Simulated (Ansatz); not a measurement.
An Ansatz run on a free-standing Janus 2H monolayer of WOTe left the output below. Cell and atoms come from a relaxation with r2SCAN.

The cell given to it:
```cif
data_structure
_symmetry_space_group_name_H-M 'P 1'
_symmetry_Int_Tables_number 1
_cell_length_a 3.1730
_cell_length_b 3.1730
_cell_length_c 30.6455
_cell_angle_alpha 90.000
_cell_angle_beta 90.000
_cell_angle_gamma 120.000
_cell_volume 267.19
loop_
_atom_site_label
_atom_site_type_symbol
_atom_site_fract_x
_atom_site_fract_y
_atom_site_fract_z
_atom_site_occupancy
W1 W 0.33333 0.66667 0.30339 1
O1 O 0.66667 0.33333 0.33811 1
Te1 Te 0.66667 0.33333 0.23954 1
```
Two periodic directions, a and b.

Abridged output:
```
scf.n_extra_bands = 4 over 18 filled bands (N_el = 36.0): the run solves 22 bands
Functional definition: PBE
Crystal: 3 atoms, lattice volume = 267.194 Å³
Basis set: ecut = 420 eV, 5227 PW (Γ)
Symmetry: 6 space group operations
Space group: P3m1 (ITA 156)
k-points: 19 of 144 (time reversal used)
preconditioner: auto → Resta (q_TF=auto, 1.953 Å⁻¹)  ε∞=2.1  [insulator: Δε(μ)=0.743 eV  σ=0.020 eV  ℏωp=9.6 eV]
SCF converged after 9 iterations
Free energy (F): -17931.545762 eV
Fermi energy:    -4.233218 eV
--- Per-component energies (eV) ---
  E_band       = -1049.312526
  E_kinetic    = 806.749126
  E_local      = -85141.755336
  E_nonlocal   = -261.515274
  E_hartree    = 42262.659001
  E_xc         = -465.269540
  E_vxc        = -437.461835
  E_paw        = -13382.781663
  E_vpaw       = -540.648211
  E_ewald      = 38250.365749
--- Forces (eV/Å), atoms counted from 1 ---
  atom   1  W       0.00000      0.00000      0.12409
  atom   2  O       0.00000      0.00000      0.26249
  atom   3  Te      0.00000      0.00000    -0.38656
--- 2D stress c σ (N/m, compression-positive) ---
        1.639748       0.000000       0.000000
        0.000000       1.639748       0.000000
        0.000000       0.000000       0.000000
  P = ½ c Tr σ = 1.6397 N/m
--- Band table (eV; the first three rows and the last of 19) ---
  k-point 0: bands = […, -10.0868, -10.0868, -9.0203, -5.7643, -5.7643, -4.5740, -2.4003 (-2.4003°), -2.4003 (-2.4003°), -2.2446, -1.1713]
  k-point 1: bands = […, -10.2133, -10.0390, -8.8819, -6.0763, -5.8521, -4.6431, -2.5892 (-2.5892°), -2.3192 (-2.3192°), -2.0355, -1.2778]
  k-point 2: bands = […, -10.4259, -9.9259, -8.5979, -6.9506, -6.0250, -4.9976, -2.8260, -2.2527 (-2.2527°), -2.2160, -1.5653]
  k-point 18: bands = […, -11.0156, -10.1392, -9.5206, -9.3017, -7.4547, -5.8696, -3.7995, -2.9602, -1.3256, -0.8502]
```

**Question.** Which of these blocks stood in the input: relax, gw, phonons, dielectric, magnetization (spin_orbit)?

**Answer.** None of them. A single point prints forces and stress when the output block asks for them.

**Question.** Which k mesh was typed?

**Answer.** 12×12×1, Γ-centred.

**Question.** How were the bands filled?

**Answer.** With smearing of width σ = 0.02 eV (Fermi-Dirac in this run).

Command: `ansatz run input.yaml --threads 4 --pin off --max-ram 5529MiB --backend cpu --events-out ev --progress --plain --runs-dir out`. Wall time 6.3 s on 4 threads of Arm Neoverse V2 (shared host), load about 0.8 per core; peak host memory 0.58 GiB.

Computed, not measured; no magnetism was allowed, and whether the structure is a known phase isn't checked.

No spin-orbit coupling is included; it can move band edges with weight on the heavy atoms by tenths of an eV.
